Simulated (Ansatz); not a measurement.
LaIr2:
```yaml
crystal:
  lattice:
    - [0.00000, 3.85097, 3.85097]
    - [3.85097, 0.00000, 3.85097]
    - [3.85097, 3.85097, 0.00000]
  atoms:
    - { symbol: Ir, position: [0.12500, 0.12500, 0.12500] }
    - { symbol: Ir, position: [0.62500, 0.12500, 0.12500] }
    - { symbol: Ir, position: [0.12500, 0.12500, 0.62500] }
    - { symbol: Ir, position: [0.12500, 0.62500, 0.12500] }
    - { symbol: La, position: [0.50000, 0.50000, 0.50000] }
    - { symbol: La, position: [0.75000, 0.75000, 0.75000] }
```

Relaxed with r²SCAN.

Task: Map the electron localisation function on the plane through (0.125, 0.125, 0.125) spanned by u = [1, 0, 0] and v = [-1, 1, 1] in lattice vectors, from plane-wave PAW r²SCAN (Ansatz code).

Result: x is the fraction of u, y of v (the angle between them is 90°; rows are the nearest grid lines); atoms in the plane: Ir at (0.00, 0.00), Ir at (0.50, 0.00), La at (0.75, 0.38), La at (0.25, 0.62).
```
|3577533433676336763343357753|
|7776433433577778753233246777|
|7775333433467777532333234677|
|3444333333444433223333332233|
|3332211111223333333333333333|
|3211122221112233333333333333|
|1114789998521123333444433321|
|1268987778984112334444433311|
|1589720005997311233333333211|
|2699820005998311233333332112|
|1489986579997200011111110001|
|0137899999852000246777753100|
|0013577776420002589999987310|
|1000111111100027999756899841|
|2112333333321138995000289962|
|1123333333321137995000279851|
|1133344444332114898777898621|
|1233344443333211258999874111|
|3333333333333322111222211123|
|3333333333333333221111122333|
|3322333333223344443333334443|
|7764323332357777643343335777|
|7776423323578777753343346777|
|3577533433676336763343357753|
```
Scale: ten equal steps from 0.005 (start of '0') to 0.867 (end of '9'), in the order '0123456789'; x runs from 0.000 to 1.00, y from 0.000 (bottom) to 1.00 (top).

The density is the valence pseudo-density with augmentation charge, so density and ELF within about 1 Å of a nucleus are not all-electron values.

Space group Fd-3m (cubic Laves (MgCu2 type)). The workflow started from an entry of the Crystallography Open Database (COD). Whether it is the stable phase at ambient conditions was not checked. Symmetry was held in the r²SCAN relaxation; whether a distortion lowers the energy is not shown. The run is not spin-polarised. Spin–orbit coupling is left out wherever it is not named.

Potentials: the later of the program's two PAW sets.
